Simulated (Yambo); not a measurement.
Yambo run on Rb2RhAgF6 (space group Fm-3m, No. 225). The wavefunctions are norm-conserving PBEsol (Quantum ESPRESSO, 88 Ry, without SOC) ones on a 2×2×2 mesh (48 occupied bands); a = b = c = 6.254 Å, α = β = γ = 60.00°.

Yambo input:

```
rim_cut
gw0
dyson
el_el_corr
HF_and_locXC
cohsex
em1s
RandQpts= 1000000
RandGvec= 1 Ry
EXXRLvcs= 88 Ry
VXCRLvcs= 352 Ry
Chimod= "HARTREE"
% BndsRnXs
 9 | 335 |
%
NGsBlkXs= 8 Ry
% LongDrXs
 1.0 | 1.0 | 1.0 |
%
ExtendOut
% QPkrange
 3 | 3 | 48 | 49 |
%
```

k points by index: 3 = X.

Table of the .qp output:

```
#    K-point    Band    Eo [eV]    E [eV]    E-Eo [eV]    Vxc [eV]    Vnlxc [eV]    Sc|Eo [eV]    Re(Z)    Im(Z)
#
    3    48    0.000000    -2.800092    -2.800092    -23.06990    -29.48084    3.610848    1.000000    0.000000
    3    49    1.108614    1.371309    0.262695    -20.11279    -14.46047    -5.389622    1.000000    0.000000
```
(The two width columns are left out.) Convergence of these settings isn't established.

Geometry of the Materials Project entry, not relaxed at this level.

The structure is a Materials Project entry; no match was found in the copy of COD used, and its stability was not checked.
